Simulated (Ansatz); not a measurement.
TaRu:
```xyz
2
Lattice="0.0000 2.5735 2.5735 2.5735 0.0000 2.5735 2.5735 2.5735 0.0000" Properties=species:S:1:pos:R:3 pbc="T T T"
Ru     0.0000     0.0000     0.0000
Ta     2.5735     2.5735     2.5735
```

Relaxed with PBEsol. Special points in fractions of this cell's reciprocal vectors: Γ (0.000, 0.000, 0.000); X (0.500, 0.000, 0.500); U (0.625, 0.250, 0.625); K (0.375, 0.375, 0.750); L (0.500, 0.500, 0.500); W (0.500, 0.250, 0.750).

Question: List the band energies nearest the Fermi level at these points for DFT-PBEsol in the program Ansatz with PAW potentials.

Answer: In eV from the Fermi level; about four levels below and three above (degenerate sets whole), none deeper than 8.9 eV; points with the same levels are listed once.

```json
[
 {"k": "Γ", "below": "-4.52 -4.52 -4.09 -4.09 -4.09", "above": "3.99 3.99 3.99"},
 {"k": "X", "below": "-2.68 -0.66 -0.66 -0.33", "above": "2.68 2.68 4.03"},
 {"k": "U", "below": "-2.82 -2.68 -2.60 -1.10", "above": "0.97 2.16 2.35"},
 {"k": "L", "below": "-0.97 -0.97 -0.52 -0.52", "above": "1.21 1.99 1.99"},
 {"k": "W", "below": "-3.13 -1.16 -0.64 -0.03", "above": "2.00 2.00 2.63"}
]
```

Space group Fm-3m (rock salt). The start of the workflow was typed in or built on a structure type; neither database checked (COD, Materials Project) lists it. COD files the formula under space group No. 123, 221. Whether it is the stable phase at ambient conditions was not checked. The PBEsol relaxation kept the symmetry of its start. At this level the phase is mechanically unstable. The run is not spin-polarised. Its formation energy is positive at this level, so the cell may be metastable or incomplete. Scalar-relativistic: spin–orbit coupling is off unless named, which matters more the heavier the elements.

Potentials: the earlier of the program's two PAW sets. The files were generated under PBE; for other functionals the program regenerates the frozen cores, and for LDA and PBEsol the local potential too.
